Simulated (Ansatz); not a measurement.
Ga3Pt2 (La2O3 or Ni2Al3 type, space group No. 164) at seven volumes, PBEsol in the plane-wave PAW code Ansatz, shape and atoms relaxed at each. One row is withheld.

```csv
V (Å³/atom),P (GPa)
14.812,18.07
15.300,10.87
15.789,4.94
16.277,0.00
16.765,-4.13
17.253,-7.54
17.742,?
```

Q: Fit the shown pressures and predict the withheld one.

A: P = (3/2)B₀(x^(7/2) − x^(5/2))[1 + (3/4)(B′ − 4)(x − 1)] with x = (V₀/V)^(2/3). Least squares on the six rows gives V₀ = 16.276 Å³/atom, B₀ = 150 GPa, B′ = 5.16. At V = 17.742, x = 0.9441 and P = -10.36 GPa. The run itself gave -10.31 GPa.

Space group P-3m1 (La2O3 or Ni2Al3 type). The workflow started from an entry of the Crystallography Open Database (COD). Whether it is the stable phase at ambient conditions was not checked. Symmetry was held in the PBEsol relaxation; of distortions, only those at the zone centre were tested. No spin polarisation was allowed. Spin–orbit coupling is left out wherever it is not named.

Potentials: the later of the program's two PAW sets.
